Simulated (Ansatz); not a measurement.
CrCuO$_{2}$ (delafossite type, space group R-3m)

```xyz
4
Lattice="1.4819 0.8556 5.6401 -1.4819 0.8556 5.6401 0.0000 -1.7111 5.6401" Properties=species:S:1:pos:R:3 pbc="T T T"
Cu     0.0000     0.0000     0.0000
Cr     0.0000     0.0000     8.4602
O      0.0000     0.0000     1.8295
O      0.0000     0.0000    15.0910
```

The slice is a (-1 1 0 4) plane (indices of the conventional cell) through the point (0.892, 0.892, 0.892) (fractional), spanned by u = [1 0 -1] and v = [1 -1 1] in vectors of this cell: u (2.96 Å) and v (6.60 Å, at 90° to u). It covers one period; positions are fractions (u, v).

Computed with PBEsol (plane waves to 420 eV, PAW, scalar-relativistic; Ansatz, a program for electronic structure). k mesh 13×13×13. These are valence fields of a PAW run, semicore shells included where kept as valence: close to a nucleus they are smooth pseudo fields. CrCuO2 is run spin-polarised and with no Hubbard U. CrCuO2 was relaxed with its symmetry unable to fall. Relaxed CrCuO2 ends ferromagnetic. The magnetic order is the one the run started from; other orders were not tried.

Sketch the valence electron density on this plane as a map.


```
|998855332222335588|
|665544222222224455|
|443322222222222233|
|333333334444333333|
|443344557777554433|
|333344779999774433|
|223344779999774433|
|111133557777553311|
|000011334444331100|
|000000112222110000|
|000000111111110000|
|111111111111111111|
|221111111111111111|
|332222111111112222|
|333322110000112233|
|333322110000112233|
|443322110000112233|
|665544220000224455|
|998855331111335588|
|999966331111336699|
```
Scale: ten equal steps from -1.22 (start of '0') to 0.88 (end of '9'), in the order '0123456789'. Values: log₁₀ of the valence density in e/Å³. The map has 9 points along u (two characters each, u = 0 at the left) and 20 along v (v = 0 in the bottom row). The scale is logarithmic, as a density can span decades between atoms and voids.
